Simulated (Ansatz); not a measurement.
Input file for Ansatz (a program for electronic structure):

Ansatz 0.2 input:
```yaml
crystal:
  lattice:
    - [0.0, 2.0032855899, 2.0032855899]
    - [2.0032855899, 0.0, 2.0032855899]
    - [2.0032855899, 2.0032855899, 0.0]
  atoms:
    - { symbol: Li, position: [0.0, 0.0, 0.0] }
    - { symbol: F, position: [0.5, 0.5, 0.5] }
kpoints:
  mp_grid: { grid: [12, 12, 12] }
hamiltonian:
  xc: pbesol
  pseudopotentials: { azcp: { folder: ./paw }, kind: paw }
scf:
  occupations: { method: fixed }
elastic: { mode: relaxed_ion, stencil: two_point, amplitude: 0.005, f_tol: 0.0005 }
```

Output (shortened):

```
Pseudopotential: Li, paw, valence charge 3
Pseudopotential: F, paw, valence charge 7
Functional definition: PBEsol
Crystal: 2 atoms, lattice volume = 16.079 Å³
Basis set: ecut = 420 eV, 331 PW (Γ), exchange–correlation on 40×40×40 points (8 copies of the dense FFT grid, shifted against one another)
Bands: 9, of which v1, the nominal top of the filled ones, is band 5 counted from 1 (4 counted from 0)
Symmetry: 48 space group operations
Space group: Fm-3m (ITA 225), of the structure as read, at distance tolerance 2.5e-5 Å
k-points: 72 of 1728
SCF iter   1: F=—  HF=-1006.477702 eV  |F-HF|=—  |Δ(HF+E_count)|=         —  Δρ=6.23e-2  dr2=3.38e-1  ethr=3.10e-3  ⟨swp⟩=3.9  Hψ=3526  notcnv=0  defer=134
preconditioner: auto → none
SCF iter   2: F=—  HF=-1006.532843 eV  |F-HF|=—  |Δ(HF+E_count)|=   5.51e-2  Δρ=3.22e-2  dr2=8.19e-2  ethr=3.10e-3  ⟨swp⟩=2.0  Hψ=1387  notcnv=0  defer=125
SCF iter   3: F=—  HF=-1006.555942 eV  |F-HF|=—  |Δ(HF+E_count)|=   2.31e-2  Δρ=1.32e-2  dr2=1.34e-2  ethr=8.19e-4  ⟨swp⟩=2.5  Hψ=1027  notcnv=0  defer=141
SCF iter   4: F=—  HF=-1006.561225 eV  |F-HF|=—  |Δ(HF+E_count)|=   5.28e-3  Δρ=9.58e-4  dr2=1.37e-4  ethr=1.34e-4  ⟨swp⟩=2.5  Hψ=919  notcnv=0  defer=141
SCF iter   5: F=—  HF=-1006.561300 eV  |F-HF|=—  |Δ(HF+E_count)|=   7.46e-5  Δρ=2.95e-4  dr2=8.46e-6  ethr=1.37e-6  ⟨swp⟩=2.1  Hψ=1060  notcnv=0  defer=141
SCF iter   6: F=—  HF=-1006.561277 eV  |F-HF|=—  |Δ(HF+E_count)|=   2.24e-5  Δρ=2.76e-5  dr2=7.04e-8  ethr=8.46e-8  ⟨swp⟩=2.5  Hψ=898  notcnv=0
SCF iter   7: F=—  HF=-1006.561277 eV  |F-HF|=—  |Δ(HF+E_count)|=   9.86e-9  Δρ=2.22e-6  dr2=4.45e-10  ethr=7.04e-10  ⟨swp⟩=2.4  Hψ=887  notcnv=0
SCF iter   8: F=—  HF=-1006.561277 eV  |F-HF|=—  |Δ(HF+E_count)|=  1.13e-10  Δρ=4.21e-8  dr2=1.09e-13  ethr=4.45e-12  ⟨swp⟩=2.5  Hψ=911  notcnv=0
SCF iter   9: F=-1006.561277 eV  HF=-1006.561277 eV  |F-HF|=0.00e0  |Δ(HF+E_count)|=  3.41e-13  Δρ=2.86e-9  dr2=8.40e-16  ethr=1.00e-12  ⟨swp⟩=3.8  Hψ=1955  notcnv=0
SCF 1 converged in 9 iterations: F = -1006.561277 eV  dr2 = 8.40e-16
Crystal: 2 atoms, lattice volume = 15.999 Å³
Symmetry: 16 space group operations
k-points: 163 of 1728
iter 1 solved again at ethr=1.16e-7 eV; its pass at ethr=3.10e-3 eV (dr2=1.16e-5 eV) is discarded
SCF iter   1: F=—  HF=-1006.561131 eV  |F-HF|=—  |Δ(HF+E_count)|=         —  Δρ=4.47e-4  dr2=1.65e-5  ethr=1.16e-7  ⟨swp⟩=2.0  Hψ=10514  notcnv=0  defer=318
preconditioner: auto → none
SCF iter   2: F=—  HF=-1006.561117 eV  |F-HF|=—  |Δ(HF+E_count)|=   1.40e-5  Δρ=1.89e-4  dr2=3.44e-6  ethr=1.16e-7  ⟨swp⟩=2.1  Hψ=2130  notcnv=0  defer=17
SCF iter   3: F=—  HF=-1006.561119 eV  |F-HF|=—  |Δ(HF+E_count)|=   1.82e-6  Δρ=1.22e-4  dr2=1.33e-6  ethr=3.44e-8  ⟨swp⟩=2.2  Hψ=2303  notcnv=0  defer=4
SCF iter   4: F=—  HF=-1006.561119 eV  |F-HF|=—  |Δ(HF+E_count)|=   4.55e-7  Δρ=1.35e-5  dr2=8.24e-9  ethr=1.33e-8  ⟨swp⟩=2.5  Hψ=1988  notcnv=0
SCF iter   5: F=—  HF=-1006.561119 eV  |F-HF|=—  |Δ(HF+E_count)|=   5.17e-9  Δρ=5.94e-7  dr2=1.93e-11  ethr=8.24e-11  ⟨swp⟩=2.8  Hψ=2170  notcnv=0
SCF iter   6: F=—  HF=-1006.561119 eV  |F-HF|=—  |Δ(HF+E_count)|=  1.78e-11  Δρ=7.09e-8  dr2=2.36e-13  ethr=1.93e-13 (applied; sched 1.00e-12)  ⟨swp⟩=2.6  Hψ=2306  notcnv=0
SCF iter   7: F=-1006.561119 eV  HF=-1006.561119 eV  |F-HF|=2.27e-13  |Δ(HF+E_count)|=  1.02e-12  Δρ=4.49e-9  dr2=8.41e-16  ethr=1.00e-12  ⟨swp⟩=3.8  Hψ=3970  notcnv=0
SCF 2 converged in 7 iterations: F = -1006.561119 eV  dr2 = 8.41e-16
Crystal: 2 atoms, lattice volume = 16.159 Å³
iter 1 solved again at ethr=3.76e-10 eV; its pass at ethr=3.10e-3 eV (dr2=3.76e-8 eV) is discarded
SCF iter   1: F=—  HF=-1006.561126 eV  |F-HF|=—  |Δ(HF+E_count)|=         —  Δρ=7.61e-5  dr2=4.34e-8  ethr=3.76e-10  ⟨swp⟩=2.5  Hψ=10195  notcnv=0  defer=180
preconditioner: auto → none
SCF iter   2: F=—  HF=-1006.561112 eV  |F-HF|=—  |Δ(HF+E_count)|=   1.40e-5  Δρ=3.81e-5  dr2=9.19e-9  ethr=3.76e-10  ⟨swp⟩=2.0  Hψ=2282  notcnv=0  defer=180
SCF iter   3: F=—  HF=-1006.561113 eV  |F-HF|=—  |Δ(HF+E_count)|=   1.02e-6  Δρ=1.82e-5  dr2=2.10e-9  ethr=9.19e-11  ⟨swp⟩=2.4  Hψ=2069  notcnv=0  defer=180
SCF iter   4: F=—  HF=-1006.561114 eV  |F-HF|=—  |Δ(HF+E_count)|=   3.10e-7  Δρ=5.93e-7  dr2=1.33e-11  ethr=2.10e-11  ⟨swp⟩=2.3  Hψ=2169  notcnv=0  defer=180
SCF iter   5: F=—  HF=-1006.561114 eV  |F-HF|=—  |Δ(HF+E_count)|=  1.80e-10  Δρ=1.29e-7  dr2=5.09e-13  ethr=1.33e-13 (applied; sched 1.00e-12)  ⟨swp⟩=2.1  Hψ=2017  notcnv=0  defer=180
SCF iter   6: F=-1006.561114 eV  HF=-1006.561114 eV  |F-HF|=0.00e0  |Δ(HF+E_count)|=  5.68e-12  Δρ=6.69e-9  dr2=1.73e-15  ethr=1.00e-12  ⟨swp⟩=4.0  Hψ=4183  notcnv=0
SCF 3 converged in 6 iterations: F = -1006.561114 eV  dr2 = 1.73e-15
Crystal: 2 atoms, lattice volume = 16.079 Å³
Symmetry: 8 space group operations
k-points: 280 of 1728
iter 1 solved again at ethr=2.42e-8 eV; its pass at ethr=3.10e-3 eV (dr2=2.42e-6 eV) is discarded
SCF iter   1: F=—  HF=-1006.561214 eV  |F-HF|=—  |Δ(HF+E_count)|=         —  Δρ=2.38e-4  dr2=1.11e-6  ethr=2.42e-8  ⟨swp⟩=2.0  Hψ=17988  notcnv=0  defer=538
preconditioner: auto → none
SCF iter   2: F=—  HF=-1006.561199 eV  |F-HF|=—  |Δ(HF+E_count)|=   1.49e-5  Δρ=1.18e-4  dr2=2.90e-7  ethr=1.11e-8  ⟨swp⟩=2.0  Hψ=2802  notcnv=0  defer=18
SCF iter   3: F=—  HF=-1006.561200 eV  |F-HF|=—  |Δ(HF+E_count)|=   1.07e-6  Δρ=4.97e-6  dr2=1.84e-9  ethr=2.90e-9  ⟨swp⟩=2.4  Hψ=3610  notcnv=0  defer=23
SCF iter   4: F=—  HF=-1006.561200 eV  |F-HF|=—  |Δ(HF+E_count)|=  5.58e-10  Δρ=4.34e-6  dr2=1.64e-9  ethr=1.84e-11  ⟨swp⟩=2.0  Hψ=3640  notcnv=0  defer=23
SCF iter   5: F=—  HF=-1006.561200 eV  |F-HF|=—  |Δ(HF+E_count)|=  4.88e-10  Δρ=3.55e-7  dr2=4.38e-12  ethr=1.64e-11  ⟨swp⟩=2.4  Hψ=3369  notcnv=0  defer=23
SCF iter   6: F=—  HF=-1006.561200 eV  |F-HF|=—  |Δ(HF+E_count)|=  1.11e-11  Δρ=5.55e-8  dr2=1.36e-13  ethr=4.38e-14 (applied; sched 1.00e-12)  ⟨swp⟩=2.3  Hψ=3719  notcnv=0  defer=23
SCF iter   7: F=-1006.561200 eV  HF=-1006.561200 eV  |F-HF|=1.14e-13  |Δ(HF+E_count)|=  1.14e-13  Δρ=2.65e-9  dr2=5.65e-16  ethr=1.00e-12  ⟨swp⟩=3.1  Hψ=6468  notcnv=0
SCF 4 converged in 7 iterations: F = -1006.561200 eV  dr2 = 5.65e-16
Crystal: 2 atoms, lattice volume = 16.079 Å³
iter 1 solved again at ethr=9.72e-11 eV; its pass at ethr=3.10e-3 eV (dr2=9.72e-9 eV) is discarded
SCF iter   1: F=—  HF=-1006.561215 eV  |F-HF|=—  |Δ(HF+E_count)|=         —  Δρ=5.35e-5  dr2=9.71e-9  ethr=9.72e-11  ⟨swp⟩=2.3  Hψ=17165  notcnv=0  defer=298
preconditioner: auto → none
SCF iter   2: F=—  HF=-1006.561199 eV  |F-HF|=—  |Δ(HF+E_count)|=   1.58e-5  Δρ=2.68e-5  dr2=2.55e-9  ethr=9.71e-11  ⟨swp⟩=2.0  Hψ=3920  notcnv=0  defer=298
SCF iter   3: F=—  HF=-1006.561200 eV  |F-HF|=—  |Δ(HF+E_count)|=   6.95e-7  Δρ=3.34e-6  dr2=9.58e-10  ethr=2.55e-11  ⟨swp⟩=2.2  Hψ=3624  notcnv=0  defer=298
SCF iter   4: F=—  HF=-1006.561200 eV  |F-HF|=—  |Δ(HF+E_count)|=  6.08e-10  Δρ=3.78e-7  dr2=8.06e-12  ethr=9.58e-12  ⟨swp⟩=2.5  Hψ=3463  notcnv=0  defer=298
SCF iter   5: F=—  HF=-1006.561200 eV  |F-HF|=—  |Δ(HF+E_count)|=  4.73e-11  Δρ=1.32e-7  dr2=1.16e-12  ethr=8.06e-14 (applied; sched 1.00e-12)  ⟨swp⟩=2.4  Hψ=4017  notcnv=0  defer=298
SCF iter   6: F=-1006.561200 eV  HF=-1006.561200 eV  |F-HF|=2.27e-13  |Δ(HF+E_count)|=  2.27e-12  Δρ=6.28e-9  dr2=1.52e-15  ethr=1.00e-12  ⟨swp⟩=2.0  Hψ=8475  notcnv=0
SCF 5 converged in 6 iterations: F = -1006.561200 eV  dr2 = 1.52e-15
SCF converged after 9 iterations
Free energy (F): -1006.561277 eV
Harris-Foulkes:  -1006.561277 eV  (|F-HF|=0.00e0)
Internal energy: -1006.561277 eV  (E = F + TS)
E sigma→0 (E₀):  -1006.561277 eV
Fermi energy:    0.995287 eV
--- Per-component energies (eV) ---
  E_band       = -116.382958
  E_kinetic    = 215.656614
  E_local      = -647.180075  (includes V_loc(G=0)·N_el)
  E_nonlocal   = 68.143708
  E_hartree    = 223.636333
  E_xc         = -85.847091
  E_vxc        = -110.902945  (∫ρ·V_xc dr)
  E_paw        = -220.904742  (= ΣΔE_a)
  E_vpaw       = -89.373909  (= ΣTr[D̂ρ^β])
  E_aug_tail   = 0.000983  (compensation charges beyond the density's cutoff)
  E_ewald      = -560.109449
  E_core_change = 0.042443  (= ΣΔE_core)
  E_smearing   =  0.000000  (= −TS)
  E_closure    =  0.000000  (closes the sum)
  Σ components = -1006.561277   (vs F -1006.561277, Δ=0.00e0)
  [band-id]    e_kinetic+e_local+e_nonlocal+2·e_hartree+e_vxc+e_vpaw+e_augmentation_tail = -116.382959   (vs E_band -116.382958, Δ=-8.23e-7)
--- Forces (eV/Å), atoms counted from 1 ---
  atom   1  Li     0.00000000     0.00000000     0.00000000
  atom   2  F      0.00000000     0.00000000     0.00000000
  max |Σ_I F_I| component: 0.0 eV/Å
--- Stress (GPa, compression-positive) ---
       -0.015784       0.000000       0.000000
        0.000000      -0.015784       0.000000
        0.000000       0.000000      -0.015784
  P = ⅓ Tr σ = -0.0158 GPa (-0.158 kbar)
--- Band table (eV; the first three rows and the last of 72) ---
  k-point 0: bands = ["-39.1806", "-18.9038", "0.9948", "0.9948", "0.9948", "10.0542", "25.0670", "25.0670", "25.0670"]
  k-point 1: bands = ["-39.1760", "-18.8758", "0.7843", "0.9784", "0.9784", "10.2632", "22.7155", "23.9933", "23.9933"]
  k-point 2: bands = ["-39.1636", "-18.7984", "0.2461", "0.9336", "0.9336", "10.7692", "20.4613", "22.7256", "22.7256"]
  k-point 71: bands = ["-39.0941", "-18.2008", "-1.1671", "-1.1671", "0.1747", "15.9807", "15.9807", "18.4513", "20.3349"]
--- Elastic constants: 2 strain directions × 2 members + reference (group order 48) ---
  dense FFT box of the reference and of every strained cell: 20×20×20
  strains applied: 11, 23; error gains: componentwise 1.00 (the most a stress slope's error grows in a printed constant), spectral 1.73 (1 for all six strains …
  C = ∂σ_k/∂η_j (tension-positive GPa; Voigt order 11 22 33 23 13 12):
       125.343     44.980     44.980      0.000      0.000      0.000
        44.980    125.343     44.980      0.000      0.000      0.000
        44.980     44.980    125.343      0.000      0.000      0.000
         0.000      0.000      0.000     62.042      0.000      0.000
         0.000      0.000      0.000      0.000     62.042      0.000
         0.000      0.000      0.000      0.000      0.000     62.042
  reference stress σ⁰ (GPa):      0.016      0.016      0.016      0.000      0.000      0.000
  C* (energy form; C + prestress term) asymmetry max|C*_kj − C*_jk| = 7.105e-15 GPa — a small one proves nothing (zero by symmetry where the batch's group is …
  moduli (Voigt/Reuss/Hill, GPa): K = 71.77/71.77/71.77   G = 53.30/50.95/52.13   E = 125.90   ν = 0.208
  mechanically stable: yes (min eigenvalue of sym C = 62.04 GPa)
  where every solve meets its electron count the energy-path curvature estimates C_jj along a normal strain and C_jj − ¼(σ⁰_aa + σ⁰_bb) along a shear (ab), of …
  strain η (Voigt 11):  stress-route row diagonal C_11 = 125.34 GPa, energy-path curvature d²(F+E_count+ΔE)/dδ²/Ω₀ = 125.81 GPa
         δ    σ_11 (GPa)             F (eV)   n_scf  n_hpsi   n_pw
    -5.000e-3      -0.6305       -1006.5611186       7   27337    331   relax 0 steps, max|allowed force component| 0.0 eV/Å
     5.000e-3       0.6229       -1006.5611136       6   24871    332   relax 0 steps, max|allowed force component| 0.0 eV/Å
  strain η (Voigt 23):  stress-route row diagonal C_44 = 62.04 GPa, energy-path curvature d²(F+E_count+ΔE)/dδ²/Ω₀ = 62.40 GPa
         δ    σ_23 (GPa)             F (eV)   n_scf  n_hpsi   n_pw
    -5.000e-3      -0.3102       -1006.5612000       7   44956    331   relax 0 steps, max|allowed force component| 0.0 eV/Å
     5.000e-3       0.3102       -1006.5612000       6   44024    331   relax 0 steps, max|allowed force component| 0.0 eV/Å
```

Cost: around 5 core-seconds (rough) on shared cores.

The cell was relaxed with PBEsol under the symmetry of its start.

Potentials: the earlier of the program's two PAW sets.

Ansatz is a plane-wave DFT program.
